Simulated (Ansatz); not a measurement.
Here is the system:

HfCl₄:
```cif
data_Cl8Hf2
_chemical_formula_sum 'Hf2 Cl8'
_space_group_name_H-M_alt 'P2/c'
_space_group_IT_number 13
_space_group_name_Hall '-P 2yc'
_cell_length_a 6.12464
_cell_length_b 7.13497
_cell_length_c 6.04028
_cell_angle_alpha 90.000
_cell_angle_beta 109.039
_cell_angle_gamma 90.000
loop_
_atom_site_label
_atom_site_type_symbol
_atom_site_symmetry_multiplicity
_atom_site_Wyckoff_symbol
_atom_site_fract_x
_atom_site_fract_y
_atom_site_fract_z
_atom_site_occupancy
Hf1 Hf 2 f 0.50000 0.33370 0.25000 1
Cl1 Cl 4 g 0.26684 0.61063 0.00448 1
Cl2 Cl 4 g 0.23901 0.12950 0.01236 1
```

This is the LDA-relaxed structure.

Q: All from LDA (plane waves, PAW; program Ansatz), unless another level is named. Give the bulk modulus (Birch–Murnaghan fit).

A: 14.4 GPa.

Q: And the vibrational entropy at 300 K?

A: 37.2 J/(K·mol of atoms).

Q: And the zero-point energy?

A: 32.0 meV/atom.

The first step of the workflow began from a Materials Project structure, measured or hypothetical; the Crystallography Open Database files this formula in space group No. 13, but the cells were not matched. Whether it is the stable phase at ambient conditions was not checked. The cell was relaxed with LDA under the symmetry of its start; its stability against distortions is not shown here. The run is not spin-polarised. A crystal of weakly bound chains computed without a dispersion correction: the cell and the soft elastic constants depend strongly on that. Spin–orbit coupling is left out wherever it is not named.

Potentials: the earlier of the program's two PAW sets. The files were generated under PBE; for other functionals the program regenerates the frozen cores, and for LDA and PBEsol the local potential too.
